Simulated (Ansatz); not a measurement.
## AlO2: strain energy, fitted

AlO2, Pnma, a = 9.349 Å, b = 2.917 Å, c = 4.820 Å. The structure is a COD entry; whether it is the stable form wasn't checked. Ansatz: PBE, PAW, 420 eV, Γ-centred 4×12×8 mesh on 12 atoms, Gaussian smearing 0.01 eV; collinear spin, largest moment 0.8 μB. Series: strain along c alone, the other axes held, atoms relaxed; x is the strain in per cent. y is the free energy over the unstrained cell, V0 = 10.955 Å³/atom.

```
x (%) y (meV/atom)
 -4.0             ?
 -2.0          1.77
  0.0          0.00
  2.0          1.94
  4.0          7.99
```

Problem. Fit y = c2 x² + c3 x³ to the other rows, turn c2 into a modulus, and predict the missing energy.

Solution. Least squares on the rows shown. y = 0.4624 x² + 0.009284 x³. In eV per unit strain² c2 is 4.624; this is C33 with relaxed ions (E = ½ C33 V0 ε²): 2 × 4.624 × 160.2 / (10.955) = 135 GPa. At x = -4.0 the fit asked for gives 6.80 meV/atom. The run gave 6.37 meV/atom, so the fit is 0.43 meV/atom too high, 5.4 % of the span of the series, against an rms of 0.010 meV/atom on the fitted rows. The row lies outside the fitted range. With a term in x⁴ added, a fit to the same known rows (none to spare) predicts 6.63 meV/atom, which recovers part of the miss; the known rows don't hold the rest.

Where the gap has closed, the smearing of 0.02 eV or less is narrow for a metal on this mesh.